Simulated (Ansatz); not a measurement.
CaF2 (fluorite, space group No. 225), LDA (plane waves, PAW; program Ansatz). The conduction-band minimum lies at Γ, with 1 equivalent valley. Second derivatives d²E/dk² of the lowest band at one valley (eV·Å²), along Cartesian directions:

```tsv
direction	d²E/dk²
[100]	13.87
[010]	13.87
[001]	13.87
[110]	13.87
[101]	13.87
[011]	13.87
```

Task: Find the principal effective masses, the density-of-states mass and the conductivity mass.

Result: Off-diagonal terms follow from H_xy = H[110] − (H_xx + H_yy)/2, and m*/mₑ = 7.620 eV·Å² over each eigenvalue: 0.55, 0.55, 0.55. One valley's DOS mass (m₁m₂m₃)^(1/3) = 0.55, conductivity mass 3/(Σ 1/mᵢ) = 0.55 mₑ.

Task: What effective density of states Nc follows at 300 K for parabolic valleys?

Result: Nc = 2.509e19 × 1 × (0.55)^(3/2) ≈ 1.0e19 cm⁻³.

Space group Fm-3m (fluorite). Symmetry was held in the LDA relaxation.

Potentials: the earlier of the program's two PAW sets. The files were generated under PBE; for other functionals the program regenerates the frozen cores, and for LDA and PBEsol the local potential too.

Edges and masses are those of Kohn–Sham bands, whose gap is no quasiparticle gap.
